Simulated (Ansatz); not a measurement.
Li$_{5}$Sn$_{2}$ in space group R-3m (No. 166; Sn on 6c, Li on 3b, Li on 6c, Li on 6c) at seven volumes, r²SCAN in the plane-wave PAW code Ansatz, shape and atoms relaxed at each. One row is withheld.

| V (Å³/atom) | P (GPa) |
|---|---|
| 16.421 | 3.55 |
| 16.962 | 2.19 |
| 17.504 | 1.01 |
| 18.045 | 0.00 |
| 18.586 | -0.87 |
| 19.128 | ? |
| 19.669 | -2.28 |

Fit the shown pressures and predict the withheld one.

Third-order Birch–Murnaghan: P = (3/2)B₀(x^(7/2) − x^(5/2))[1 + (3/4)(B′ − 4)(x − 1)] with x = (V₀/V)^(2/3). Least squares on the six rows gives V₀ = 18.046 Å³/atom, B₀ = 31.31 GPa, B′ = 3.90. At V = 19.128, x = 0.9619 and P = -1.63 GPa. The run itself gave -1.63 GPa.

The workflow started from an entry of the Crystallography Open Database (COD). Whether it is the stable phase at ambient conditions was not checked. The r²SCAN relaxation kept the symmetry of its start; whether a distortion lowers the energy is not shown. Spin–orbit coupling is left out wherever it is not named.

Potentials: the later of the program's two PAW sets.
